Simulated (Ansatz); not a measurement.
InP in space group Pm-3n (No. 223; In on 6c, P on 6d) at seven volumes, PBE in the plane-wave PAW code Ansatz, scaled uniformly. One row is withheld.

| V (Å³/atom) | P (GPa) |
|---|---|
| 29.913 | ? |
| 30.899 | 3.31 |
| 31.885 | 1.52 |
| 32.871 | 0.01 |
| 33.857 | -1.26 |
| 34.843 | -2.33 |
| 35.829 | -3.23 |

Task: Fit the shown pressures and predict the withheld one.

Result: P = (3/2)B₀(x^(7/2) − x^(5/2))[1 + (3/4)(B′ − 4)(x − 1)] with x = (V₀/V)^(2/3). Least squares on the six rows gives V₀ = 32.878 Å³/atom, B₀ = 46.0 GPa, B′ = 4.73. At V = 29.913, x = 1.0650 and P = 5.44 GPa. The run itself gave 5.43 GPa.

The start of the workflow was typed in or built on a structure type; neither database checked (COD, Materials Project) lists it. It is not the phase usual at ambient conditions (space group No. 216). The cell was relaxed with PBE under the symmetry of its start; whether a distortion lowers the energy is not shown. The volume moved by 31 % from the start of the relaxation.

Potentials: the later of the program's two PAW sets.
